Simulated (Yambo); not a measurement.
Yambo run on LiMgBN₂ (space group I-4m2, No. 119). The wavefunctions are norm-conserving PBEsol (Quantum ESPRESSO, 84 Ry, scalar-relativistic) ones on a 4×4×4 mesh (13 occupied bands); a = 5.200 Å, b = 5.200 Å, c = 5.200 Å, α = 136.91°, β = 136.91°, γ = 62.58°.

Yambo input:

```
rim_cut
gw0
dyson
el_el_corr
HF_and_locXC
ppa
em1d
RandQpts= 1000000
RandGvec= 1 Ry
EXXRLvcs= 84 Ry
VXCRLvcs= 336 Ry
Chimod= "HARTREE"
% BndsRnXp
 6 | 120 |
%
NGsBlkXp= 8 Ry
% LongDrXp
 1.0 | 1.0 | 1.0 |
%
PPAPntXp= 27.2114 eV
% GbndRnge
 1 | 45 |
%
GTermKind= "none"
DysSolver= "n"
ExtendOut
% QPkrange
 1 | 1 | 14 | 14 |
 13 | 13 | 13 | 14 |
%
```

k points by index: 1 = Γ, 13 = Z.

Resulting energies as the program prints them:

```
#    K-point    Band    Eo [eV]    E [eV]    E-Eo [eV]    Vxc [eV]    Vnlxc [eV]    Sc|Eo [eV]    Sc|E [eV]    dSc/dw|Eo [eV]    Re(Z)    Im(Z)
#
    1    14    2.479616    3.352138    0.872522    -8.618535    -4.814797    -2.776589    -2.931216    -4.821794    0.849474    -0.001078
    13    13    0.000000    -0.472531    -0.472531    -16.29472    -20.00916    3.120817    3.241908    -6.971437    0.796052    -0.001394
    13    14    3.391887    4.383854    0.991966    -8.630120    -4.782220    -2.681105    -2.855933    -4.795355    0.850175    -0.001069
```
(The two width columns are left out.) Convergence of these settings isn't established.

Geometry of the Materials Project entry, not relaxed at this level.

The structure is a Materials Project entry; no match was found in the copy of COD used, and its stability was not checked.
